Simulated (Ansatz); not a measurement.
ZrSi:
```
ZrSi
1.0
    3.16219     0.00000     0.00000
   -1.58109     2.73854     0.00000
    0.00000     0.00000     4.32944
Zr Si
1 1
Direct
  0.00000   0.00000   0.00000
  0.66667   0.33333   0.50000
```

Relaxed with PBE. Special points in fractions of this cell's reciprocal vectors: Γ (0.000, 0.000, 0.000); M (0.500, 0.000, 0.000); K (0.333, 0.333, 0.000); A (0.000, 0.000, 0.500); L (0.500, 0.000, 0.500); H (0.333, 0.333, 0.500).

Task: List the band energies nearest the Fermi level at these points for PBE in the plane-wave PAW code Ansatz.

Result: In eV from the Fermi level; about four levels below and three above (degenerate sets whole), none deeper than 8.9 eV; points with the same levels are listed once.

| k | below | above |
|---|---|---|
| Γ | -2.44 -1.35 | 0.97 0.97 3.50 3.50 |
| M | -6.43 -4.53 -2.71 -1.56 | 2.29 2.97 4.09 |
| K | -3.56 -2.73 -2.15 -0.24 | 1.97 2.12 5.23 |
| A | -5.35 | 0.12 1.28 1.28 |
| L | -6.80 -3.58 -2.90 | 0.28 0.42 1.80 |
| H | -6.11 -3.66 -1.86 -1.77 | 0.23 2.05 4.56 |

Space group P-6m2. The cell is a constructed one: a structure type filled with these elements; neither database checked (COD, Materials Project) lists it. COD files the formula under space group No. 62, 63, so this cell is another polymorph or a model. Whether it is the stable phase at ambient conditions was not checked. The PBE relaxation kept the symmetry of its start; its stability against distortions is not shown here. The run is not spin-polarised. Spin–orbit coupling is left out wherever it is not named.

Potentials: the later of the program's two PAW sets.
